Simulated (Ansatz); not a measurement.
# Ansatz 0.2.0, relaxation: CeMgPt

Run with:

```bash
ansatz run input.yaml --threads 2 --pin off --max-ram 2560MiB --backend cpu --events-out ev --progress --plain --runs-dir out
```

input.yaml:

```yaml
crystal:
  lattice:
    - [7.645349, 0.0, 0.0]
    - [-3.822674, 6.621071, 0.0]
    - [0.0, 0.0, 4.19035]
  atoms:
    - { symbol: Pt, position: [0.0, 0.0, 0.0] }
    - { symbol: Ce, position: [0.41444, 0.0, 0.0] }
    - { symbol: Ce, position: [0.58556, 0.58556, 0.0] }
    - { symbol: Ce, position: [0.0, 0.41444, 0.0] }
    - { symbol: Mg, position: [0.7612, 0.0, 0.5] }
    - { symbol: Mg, position: [0.2388, 0.2388, 0.5] }
    - { symbol: Mg, position: [0.0, 0.7612, 0.5] }
    - { symbol: Pt, position: [0.6667, 0.3333, 0.5] }
    - { symbol: Pt, position: [0.3333, 0.6667, 0.5] }
kpoints:
  mp_grid: { grid: [4, 4, 6], shift: [0, 0, 0] }
magnetization:
  spin_polarized: false
scf:
  occupations: { method: fermi_dirac }
  lower_state_search: "off"
hamiltonian:
  pseudopotentials: { kind: paw }
  xc: r2scan
basis:
  ecutwfc: 500
  fft_grid_basis: typed
relax:
  max_steps: 60
  cell: { p_target: 0.0 }
output:
  forces: true
  stress: true
  eigenvalues: true
  bader: true
  populations: true
  elf: true
  write_potential: true
  volumetric_format: npy
  dos:
    e_range: [-12, 8]
    de: 0.05
    projected: { site_lists: { Ce: [Ce], Mg: [Mg], Pt: [Pt] } }
checkpoint:
  read: saved_state
```

Origin of the cell: a database entry, scaled a little.

The smearing width isn't typed, so it takes its default of 0.1 eV.

The saved state is a converged single point of the same cell.

Steps («new basis» is an SCF on plane waves selected anew at the same cell):

```tsv
step	ΔF (meV/atom)	max force component (eV/Å)	P (GPa)	volume (Å³)	SCF iterations	step was
1	0.0	0.076	-5.07	212.12	25	accepted
2	-11.2	0.104	4.98	188.08	14	accepted
3	-27.4	0.028	-0.51	199.30	12	accepted
4	-27.8	0.023	-0.05	198.24	10	accepted
5	-27.8	0.010	0.04	198.07	9	accepted
6	-27.8	0.000	0.00	198.20	9	accepted
7	-27.5	0.000	-0.01	198.20	9	new basis
```

Step 1, with forces in eV/Å:

```xyz
9
Lattice="7.645 0.000 0.000 -3.823 6.621 0.000 0.000 0.000 4.190" Properties=species:S:1:pos:R:3:forces:R:3 pbc="T T T" step=1
Pt    0.000    0.000    0.000    0.000    0.000    0.000
Ce    3.169    0.000    0.000    0.076    0.000    0.000
Ce    2.238    3.877    0.000   -0.038   -0.065    0.000
Ce   -1.584    2.744    0.000   -0.038    0.066    0.000
Mg    5.820    0.000    2.095    0.025    0.000    0.000
Mg    0.913    1.581    2.095   -0.013   -0.022    0.000
Mg   -2.910    5.040    2.095   -0.013    0.022    0.000
Pt    3.823    2.207    2.095   -0.001    0.001    0.000
Pt    0.000    4.414    2.095    0.001   -0.001    0.000
```

Step 2, with forces in eV/Å:

```xyz
9
Lattice="7.381 0.000 0.000 -3.691 6.392 0.000 0.000 0.000 3.986" Properties=species:S:1:pos:R:3:forces:R:3 pbc="T T T" step=2
Pt    0.000    0.000    0.000    0.000    0.000    0.000
Ce    3.090    0.000    0.000   -0.065    0.000    0.000
Ce    2.146    3.717    0.000    0.032    0.055    0.000
Ce   -1.545    2.676    0.000    0.033   -0.056    0.000
Mg    5.601    0.000    1.993    0.104    0.000    0.000
Mg    0.890    1.542    1.993   -0.052   -0.090    0.000
Mg   -2.800    4.851    1.993   -0.052    0.090    0.000
Pt    3.691    2.131    1.993    0.000    0.000    0.000
Pt    0.000    4.261    1.993    0.000    0.000    0.000
```

Step 3, with forces in eV/Å:

```xyz
9
Lattice="7.515 0.000 0.000 -3.757 6.508 0.000 0.000 0.000 4.075" Properties=species:S:1:pos:R:3:forces:R:3 pbc="T T T" step=3
Pt    0.000    0.000    0.000    0.000    0.000    0.000
Ce    3.132    0.000    0.000    0.028    0.000    0.000
Ce    2.192    3.796    0.000   -0.014   -0.024    0.000
Ce   -1.566    2.712    0.000   -0.014    0.024    0.000
Mg    5.716    0.000    2.038    0.022    0.000    0.000
Mg    0.899    1.557    2.038   -0.011   -0.019    0.000
Mg   -2.858    4.951    2.038   -0.011    0.019    0.000
Pt    3.757    2.169    2.038    0.000    0.000    0.000
Pt    0.000    4.339    2.038    0.000    0.000    0.000
```

Step 4, with forces in eV/Å:

```xyz
9
Lattice="7.511 0.000 0.000 -3.755 6.504 0.000 0.000 0.000 4.058" Properties=species:S:1:pos:R:3:forces:R:3 pbc="T T T" step=4
Pt    0.000    0.000    0.000    0.000    0.000    0.000
Ce    3.134    0.000    0.000    0.010    0.000    0.000
Ce    2.189    3.791    0.000   -0.005   -0.009    0.000
Ce   -1.567    2.714    0.000   -0.005    0.009    0.000
Mg    5.713    0.000    2.029    0.023    0.000    0.000
Mg    0.899    1.556    2.029   -0.012   -0.020    0.000
Mg   -2.857    4.948    2.029   -0.012    0.020    0.000
Pt    3.755    2.168    2.029    0.000    0.000    0.000
Pt    0.000    4.336    2.029    0.000    0.000    0.000
```

Step 7, with forces in eV/Å:

```xyz
9
Lattice="7.521 0.000 0.000 -3.761 6.514 0.000 0.000 0.000 4.046" Properties=species:S:1:pos:R:3:forces:R:3 pbc="T T T" step=7
Pt    0.000    0.000    0.000    0.000    0.000    0.000
Ce    3.142    0.000    0.000    0.000    0.000    0.000
Ce    2.190    3.793    0.000    0.000    0.000    0.000
Ce   -1.571    2.721    0.000    0.000    0.000    0.000
Mg    5.726    0.000    2.023    0.000    0.000    0.000
Mg    0.898    1.555    2.023    0.000    0.000    0.000
Mg   -2.863    4.959    2.023    0.000    0.000    0.000
Pt    3.761    2.171    2.023    0.000    0.000    0.000
Pt    0.000    4.342    2.023    0.000    0.000    0.000
```

```yaml
Free_energy_lowered_by: 27.5 meV/atom
Volume_change: -6.56 %
Final_pressure: -0.01 GPa
Relaxation_steps_listed: 7
Gap_on_the_mesh: none (metal)
```

Caveats: f shells without a U or exact exchange are poorly placed; no spin polarisation, so a magnetic state may lie lower; no spin-orbit coupling, though heavy elements are present; the relaxation held the start's symmetry, so the end may be a saddle point.

It ran for 9.1 min on 2 threads of Arm Neoverse V2 (shared host), peak memory 1.2 GiB, from a saved density.
